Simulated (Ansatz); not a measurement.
Input, command and steps of an Ansatz relaxation.

```yaml
crystal:
  lattice:
    - [0.0, 4.4492988304, 4.4492988304]
    - [4.4492988304, 0.0, 4.4492988304]
    - [4.4492988304, 4.4492988304, 0.0]
  atoms:
    - { symbol: Ti, position: [0.8503439251, 0.3832186916, 0.3832186916] }
    - { symbol: Ti, position: [0.3832186916, 0.3832186916, 0.3832186916] }
    - { symbol: Ti, position: [0.3832186916, 0.3832186916, 0.8503439251] }
    - { symbol: Ti, position: [0.8667813084, 0.3996560749, 0.8667813084] }
    - { symbol: Ti, position: [0.8667813084, 0.8667813084, 0.8667813084] }
    - { symbol: Ti, position: [0.3996560749, 0.8667813084, 0.8667813084] }
    - { symbol: Ti, position: [0.8667813084, 0.8667813084, 0.3996560749] }
    - { symbol: Ti, position: [0.3832186916, 0.8503439251, 0.3832186916] }
    - { symbol: C, position: [0.625, 0.625, 0.625] }
    - { symbol: C, position: [0.125, 0.625, 0.625] }
    - { symbol: C, position: [0.625, 0.625, 0.125] }
    - { symbol: C, position: [0.625, 0.125, 0.625] }
basis:
  ecutwfc: 500
kpoints:
  mp_grid: { grid: [8, 8, 8] }
hamiltonian:
  xc: r2scan
scf:
  occupations: { method: gaussian, width: 0.1 }
output:
  forces: true
  stress: true
  eigenvalues: true
relax:
  adjacent_minimum: "off"
  f_tol: 0.01
  max_steps: 30
```

```bash
ansatz run input.yaml --threads 2 --pin off --max-ram 5120MiB --backend cpu --events-out ev --progress --plain --runs-dir out
```

All numbers below come from DFT r2SCAN, scalar-relativistic, plane waves, PAW in Ansatz 0.2.0.

The volume is held at 1.1 times that of the relaxed cell.

Of 4 frames 3 are shown, positions in Å and forces in eV/Å; the SCF threshold varies from step to step.

```xyz
12
Lattice="0.0000 4.4493 4.4493 4.4493 0.0000 4.4493 4.4493 4.4493 0.0000" Properties=species:S:1:pos:R:3:forces:R:3 pbc="T T T" step=1 free_energy_over_end_meV_per_atom=2.65
Ti    3.4101    5.4885    5.4885    0.2300   -0.2300   -0.2300
Ti    3.4101    3.4101    3.4101    0.2300    0.2300    0.2300
Ti    5.4885    5.4885    3.4101   -0.2300   -0.2300    0.2300
Ti    5.6348    7.7131    5.6348    0.2300   -0.2300    0.2300
Ti    7.7131    7.7131    7.7131   -0.2300   -0.2300   -0.2300
Ti    7.7131    5.6348    5.6348   -0.2300    0.2300    0.2300
Ti    5.6348    5.6348    7.7131    0.2300    0.2300   -0.2300
Ti    5.4885    3.4101    5.4885   -0.2300    0.2300   -0.2300
C     5.5616    5.5616    5.5616    0.0000    0.0000    0.0000
C     5.5616    3.3370    3.3370    0.0000    0.0000    0.0000
C     3.3370    3.3370    5.5616    0.0000    0.0000    0.0000
C     3.3370    5.5616    3.3370    0.0000    0.0000    0.0000
12
Lattice="0.0000 4.4493 4.4493 4.4493 0.0000 4.4493 4.4493 4.4493 0.0000" Properties=species:S:1:pos:R:3:forces:R:3 pbc="T T T" step=2 free_energy_over_end_meV_per_atom=0.49
Ti    3.4263    5.4723    5.4723   -0.1015    0.1015    0.1015
Ti    3.4263    3.4263    3.4263   -0.1015   -0.1015   -0.1015
Ti    5.4723    5.4723    3.4263    0.1015    0.1015   -0.1015
Ti    5.6509    7.6970    5.6509   -0.1015    0.1015   -0.1015
Ti    7.6970    7.6970    7.6970    0.1015    0.1015    0.1015
Ti    7.6970    5.6509    5.6509    0.1015   -0.1015   -0.1015
Ti    5.6509    5.6509    7.6970   -0.1015   -0.1015    0.1015
Ti    5.4723    3.4263    5.4723    0.1015   -0.1015    0.1015
C     5.5616    5.5616    5.5616    0.0000    0.0000    0.0000
C     5.5616    3.3370    3.3370    0.0000    0.0000    0.0000
C     3.3370    3.3370    5.5616    0.0000    0.0000    0.0000
C     3.3370    5.5616    3.3370    0.0000    0.0000    0.0000
12
Lattice="0.0000 4.4493 4.4493 4.4493 0.0000 4.4493 4.4493 4.4493 0.0000" Properties=species:S:1:pos:R:3:forces:R:3 pbc="T T T" step=4 free_energy_over_end_meV_per_atom=0.00
Ti    3.4215    5.4771    5.4771   -0.0003    0.0003    0.0003
Ti    3.4215    3.4215    3.4215   -0.0003   -0.0003   -0.0003
Ti    5.4771    5.4771    3.4215    0.0003    0.0003   -0.0003
Ti    5.6461    7.7017    5.6461   -0.0003    0.0003   -0.0003
Ti    7.7017    7.7017    7.7017    0.0003    0.0003    0.0003
Ti    7.7017    5.6461    5.6461    0.0003   -0.0003   -0.0003
Ti    5.6461    5.6461    7.7017   -0.0003   -0.0003    0.0003
Ti    5.4771    3.4215    5.4771    0.0003   -0.0003    0.0003
C     5.5616    5.5616    5.5616    0.0000    0.0000    0.0000
C     5.5616    3.3370    3.3370    0.0000    0.0000    0.0000
C     3.3370    3.3370    5.5616    0.0000    0.0000    0.0000
C     3.3370    5.5616    3.3370    0.0000    0.0000    0.0000
```

The run took 66 s on 2 threads of Oxide Virtual Turin-like Processor (Zen 5), with other jobs on the host, peak memory 1.2 GiB.